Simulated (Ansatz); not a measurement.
Starting cell, Zr (hcp, Mg type):

```xyz
2
Lattice="3.2452 0.0000 0.0000 -1.6226 2.8104 0.0000 0.0000 0.0000 5.1541" Properties=species:S:1:pos:R:3 pbc="T T T"
Zr     0.0000     1.8736     3.8656
Zr     1.6226     0.9368     1.2885
```

Scan: atom 2 (Zr, nearest neighbour Zr at 3.186 Å; its periodic images, 3.2 Å or more away, move with it) is displaced towards the nearest neighbour, direction (-0.509, 0.294, -0.809) in Cartesian axes, by s. The other atoms stay.

Calculation: r2SCAN (plane waves to 500 eV, PAW, scalar-relativistic; Ansatz, a program for electronic structure). k mesh 13×13×7 (Γ-centred), Fermi-Dirac smearing 0.05 eV. The energy includes the smearing's −TS. Left out: 1 of 11 points, with atoms too close for the PAW data. With partly filled bands, energies and forces of such displacements shift with the k mesh and the smearing. Zr is run without spin polarisation. Zr was relaxed with its symmetry unable to fall. ΔE is measured from the undisplaced structure.

Successive frames, forces in eV/Å:

```
frame         ΔE (meV/cell)                 F on Zr1                 F on Zr2
------------  -------------  -----------------------  -----------------------
s = -0.128 Å             23   (0.070, -0.041, 0.428)  (-0.070, 0.041, -0.428)
s = 0.000 Å               0    (0.000, 0.000, 0.000)    (0.000, 0.000, 0.000)
s = 0.128 Å              23  (-0.072, 0.041, -0.428)   (0.072, -0.041, 0.428)
s = 0.256 Å             107  (-0.130, 0.075, -1.044)   (0.130, -0.075, 1.044)
```

### Question
What are the energy and the forces in the next frame, s = 0.384 Å?

### Answer
ΔE (meV/cell) = 266.

```tsv
atom	Fx	Fy	Fz
Zr1	-0.165	0.095	-1.780
Zr2	0.165	-0.095	1.780
```

(For displaced atoms, the force is minus the slope of the energy, and its curvature is a force constant, which sets phonon frequencies.)
